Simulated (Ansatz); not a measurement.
SiNi:
Space group Fm-3m (No. 225); a = b = c = 4.7401 Å, α = β = γ = 90.00°

```
atom  site  symmetry       x       y       z
----  ----  --------  ------  ------  ------
Si      4a      m-3m  0.0000  0.0000  0.0000
Ni      4b      m-3m  0.5000  0.5000  0.5000
```
(The calculation used a cell of 2 atoms; values per cell refer to that cell.)

This is the PBE-relaxed structure.

**Question.** All from DFT-PBE in the program Ansatz with PAW potentials, unless another level is named. Give the bulk modulus (Birch–Murnaghan fit).

**Answer.** 141 GPa.

**Question.** Predict the elastic constants (relaxed ions, GPa).

**Answer.** C11 = 228, C12 = 97.3, C44 = -36.2.

**Question.** Predict the highest zone-centre frequency.

**Answer.** 26.9 meV.

The cell is a constructed one: a structure type filled with these elements; neither database checked (COD, Materials Project) lists it. It is not the phase usual at ambient conditions (space group No. 62). The cell was relaxed with PBE under the symmetry of its start. At this level the phase is mechanically unstable. The workflow began spin-polarised and lost its moments. As this level gives no gap, shear constants depend on the k-mesh and smearing (Fermi–Dirac, 0.1 eV here).

Potentials: the later of the program's two PAW sets.
